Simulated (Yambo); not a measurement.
BSE-type run in Yambo on BaTiO₃ (space group Amm2, No. 38), at zero momentum.

Quantum ESPRESSO step (LDA, PseudoDojo standard norm-conserving files, scalar-relativistic):
```
&CONTROL
  calculation = 'nscf'
  pseudo_dir = './pseudo'
  outdir = './out'
/
&SYSTEM
  ibrav = 0
  nat = 5
  ntyp = 3
  ecutwfc = 84.0
  ecutrho = 336.0
  occupations = 'fixed'
  force_symmorphic = .true.
  nbnd = 48
/
&ELECTRONS
  conv_thr = 5e-09
  diago_full_acc = .true.
  diago_thr_init = 1e-08
/
ATOMIC_SPECIES
O 15.9990 O.upf
Ti 47.8670 Ti.upf
Ba 137.3270 Ba.upf
CELL_PARAMETERS angstrom
  3.983330000000   0.000000000000   0.000000000000
  0.000000000000   2.862595000000   2.875340000000
  0.000000000000  -2.862595000000   2.875340000000
ATOMIC_POSITIONS crystal
O   0.500000000000   0.978430000000   0.491350000000
O   0.500000000000   0.491350000000   0.978430000000
O   0.000000000000   0.488200000000   0.488200000000
Ti   0.500000000000   0.518500000000   0.518500000000
Ba   0.000000000000   0.003410000000   0.003410000000
K_POINTS automatic
6 6 6 0 0 0
```

Yambo input:
```
rim_cut
optics
bse
bss
dipoles
em1s
RandQpts= 1000000
RandGvec= 1 Ry
FFTGvecs= 40 Ry
Chimod= "HARTREE"
BSKmod= "SEX"
BSEmod= "resonant"
BSSmod= "hs"
BSENGexx= 15 Ry
BSENGBlk= 1 Ry
% KfnQP_E
 1.705 | 1.0 | 1.0 |
%
% BSEQptR
 1 | 1 |
%
% BSEBands
 12 | 27 |
%
% BEnRange
 0.0 | 10.1 | eV
%
% BDmRange
 0.15 | 0.15 | eV
%
BEnSteps= 202
% BLongDir
 1.0 | 0.0 | 0.0 |
%
BSHayTrs= -0.02
BSSNEig= 24
WRbsWF
% BndsRnXs
 2 | 44 |
%
NGsBlkXs= 1 Ry
% LongDrXs
 1.0 | 1.0 | 1.0 |
%
```

From the report:

The dimension is k points × valence × conduction bands = 216 × 9 × 7 = 13608.
```
   [SLEPC] Approach                          : Krylov-Schur
   [SLEPC] Number of requested eigenvalues   :  24
   [SLEPC] Number of eigenvalues        [NEV]:  24
    [K] Dimension                                    :  13608
    [K] Bands                                        :  12  27
    [K] Exchange res                                 : yes
    [K] Correlation res                              : yes
    [K] W interaction is bare                        : no
    [K] RL vectors exchange                          :   461
    [K] RL vectors correlation                       :   9
    [W] Matrix size                                  :   9
    [W] Bands                                        :    2   44
    [W] Coulomb Cutoff                               : none
    [W] Hxc Kernel                                   : HARTREE
```

Geometry of the Materials Project entry, not relaxed at this level.

This is not the ordinary phase of the substance.
